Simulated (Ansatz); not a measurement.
Here is the system:

TaAl:
```yaml
crystal:
  lattice:
    - [2.80717, 0.00000, 0.00000]
    - [0.00000, 2.80717, 0.00000]
    - [0.00000, 0.00000, 4.15487]
  atoms:
    - { symbol: Ta, position: [0.00000, 0.00000, 0.00000] }
    - { symbol: Al, position: [0.50000, 0.50000, 0.50000] }
```

This is the PBEsol-relaxed structure.

### Question
All from PBEsol (plane waves, PAW; program Ansatz), unless another level is named. Predict the formation energy from the elements (no fitted shifts).

### Answer
-0.22 eV/atom.

### Question
And the density of states at the Fermi level?

### Answer
0.26 states/eV per atom (mean over ±0.08 eV).

Space group P4/mmm (L1₀ or tetragonal B2). The start of the workflow was typed in or built on a structure type; neither database checked (COD, Materials Project) lists it. Whether it is the stable phase at ambient conditions was not checked. The PBEsol relaxation kept the symmetry of its start. At this level the phase is mechanically unstable. The run is not spin-polarised. The references are the lowest solids computed at this level, not always the standard phases. Scalar-relativistic: spin–orbit coupling is off unless named, which matters more the heavier the elements.

Potentials: the later of the program's two PAW sets.
